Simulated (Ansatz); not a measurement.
The cell below belongs to a search over invented structures; it isn't taken from experiment.

Input and command of a plane-wave DFT calculation in Ansatz:

```yaml
crystal:
  lattice:
    - [5.23737622, 0.0, 0.0]
    - [-2.61868811, 4.53570086, 0.0]
    - [0.0, 0.0, 12.80460443]
  atoms:
    - { symbol: Rb, position: [0.33333333, 0.66666667, 0.0] }
    - { symbol: Rb, position: [0.66666667, 0.33333333, 0.0] }
    - { symbol: Rb, position: [0.0, 0.0, 0.22041462] }
    - { symbol: Rb, position: [0.0, 0.0, 0.77958538] }
    - { symbol: Ba, position: [0.0, 0.0, 0.0] }
    - { symbol: Se, position: [0.5, 0.0, 0.5] }
    - { symbol: Se, position: [0.0, 0.5, 0.5] }
    - { symbol: Se, position: [0.5, 0.5, 0.5] }
basis:
  ecutwfc: 420
kpoints:
  mp_grid: { grid: [3, 3, 1] }
hamiltonian:
  xc: pbe
scf:
  occupations: { method: gaussian, width: 0.15 }
  lower_state_search: "off"
output:
  forces: true
  stress: true
  eigenvalues: true
relax:
  adjacent_minimum: "off"
  f_tol: 0.08
  max_steps: 16
  cell: { stress_tol: 0.8 }
```

```bash
ansatz run input.yaml --threads 1 --pin off --max-ram 2560MiB --backend cpu --events-out ev --progress --plain --runs-dir out
```

Processor: Intel(R) Xeon(R) Platinum 8488C (Sapphire Rapids), 1 thread, on a host shared with other jobs.

How long does it run, and how much memory does it take?

About 98 s, peak memory 0.66 GiB. It solves 57 bands at 3 k points (after reduction by symmetry) with about 8511 plane waves (on the last cell), in 194 SCF iterations over 13 ionic steps.
